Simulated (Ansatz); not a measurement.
The calculation used Ansatz 0.2.0, DFT PBE, scalar-relativistic, plane waves, PAW. All cells share a 420 eV cutoff and Γ-centred k meshes spaced at most about 0.3 Å⁻¹ (about 0.25 or finer for metals, 2π included). No spin polarisation in the final relaxations.

Temperature and zero-point effects are left out.

Two forms of Ca₃H₂Pt were relaxed alike.

1.

```yaml
crystal:
  lattice:
    - [3.39235, 0.00000, 0.00000]
    - [0.00000, 3.39235, 0.00000]
    - [0.00000, 0.00000, 10.74742]
  atoms:
    - { symbol: Ca, position: [0.50000, 0.50000, 0.15960] }
    - { symbol: Ca, position: [0.50000, 0.50000, 0.50000] }
    - { symbol: Ca, position: [0.50000, 0.50000, 0.84040] }
    - { symbol: H, position: [0.00000, 0.00000, 0.39006] }
    - { symbol: H, position: [0.00000, 0.00000, 0.60994] }
    - { symbol: Pt, position: [0.00000, 0.00000, 0.00000] }
```

2.

```yaml
crystal:
  lattice:
    - [3.74821, 2.16403, 3.69053]
    - [-3.74821, 2.16403, 3.69053]
    - [0.00000, -4.32805, 3.69053]
  atoms:
    - { symbol: Ca, position: [0.00000, 0.50000, 0.00000] }
    - { symbol: Ca, position: [0.50000, 0.00000, 0.00000] }
    - { symbol: Ca, position: [0.00000, 0.00000, 0.50000] }
    - { symbol: H, position: [0.75013, 0.75013, 0.75013] }
    - { symbol: H, position: [0.24987, 0.24987, 0.24987] }
    - { symbol: Pt, position: [0.00000, 0.00000, 0.00000] }
```

Problem. Which would you expect to be lower, and how large is the difference?

Solution. Cell 1 is lower, by 29 meV/atom. Cell 1 has space group P4/mmm (No. 123), 20.6 Å³/atom and no gap on its mesh; cell 2 has space group R-3m (No. 166), 29.9 Å³/atom and no gap. Counting H atoms around Ca and Pt (those within 1.25 times the shortest such distance or 1.15 times the sum of covalent radii, 1.27 where that leaves under three; the shortest distance is added where it exceeds 1.18 times the sum of covalent radii; a slash parts the counts of unlike sites), cell 1 has Ca 4 from 3.4 Å/8, Pt 2 from 4.2 Å and cell 2 has Ca 2, Pt 2 from 2.8 Å. The denser one is the lower, and pressure would at first widen the difference. Both come from invented guesses. A third cell relaxed alike, in P6_3/mmc, lies 21 meV/atom below the lower of the two.

These runs have no spin–orbit coupling, which can matter for Pt. With hydrogen, zero-point motion can shift such differences by 10 meV/atom or more. Cells relaxed within their symmetry can be saddle points.
